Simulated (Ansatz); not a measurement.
Method: r2SCAN, no spin polarisation; PAW, plane waves to 500 eV, 6×6×6 Γ-centred mesh, fermi-dirac occupations (width 0.0926 eV) (Ansatz 0.2.0), atoms fixed.

Computed maps in the lattice plane spanned by a (left to right, 5.27 Å, 16 points from zero) and b (bottom to top, 5.27 Å, 16 points from zero), 90° apart, at height 0.750 along c. The fields are smooth PAW ones with compensation charges, not the true ones near nuclei.

Valence density. Digits on a logarithmic scale: 0 up to 0.03 e/Å³, each further digit a factor of 1.6, 9 from 1.3 e/Å³ up:
```
4566556666532223
5555445666544444
6543334555555777
8542223444568999
9742111233479999
9742111112479999
9743321112479999
8654443222458999
5555554333456777
4456665445555444
2356666556654322
2345799976654311
2345999996654211
3456999996543111
4566999995432112
4566799975432113
```

Question: The cell is VBiN4. Which atoms lie within 0.2 Å of this plane, and where (fractions of a and b)?

Answer: Bi at (0.88, 0.62), V at (0.38, 0.12). The whole cell:
```
Bi V N
1.0
     0.00000    5.26642    0.00000
     5.26642    0.00000    0.00000
     2.63321    2.63321   -5.99678
Bi V N
2 2 8
Direct
  0.87500 0.62500 0.75000
  0.12500 0.37500 0.25000
  0.37500 0.12500 0.75000
  0.62500 0.87500 0.25000
  0.70190 0.34090 0.59320
  0.84090 0.70490 0.09320
  0.20490 0.06590 0.59320
  0.56590 0.20190 0.09320
  0.29810 0.65910 0.40680
  0.15910 0.29510 0.90680
  0.79510 0.93410 0.40680
  0.43410 0.79810 0.90680
```

Origin: a known structure type with other elements, at an estimated volume, so it need not be a known compound. Caveats: no spin polarisation, so a magnetic state may lie lower; atoms or cell far from equilibrium.
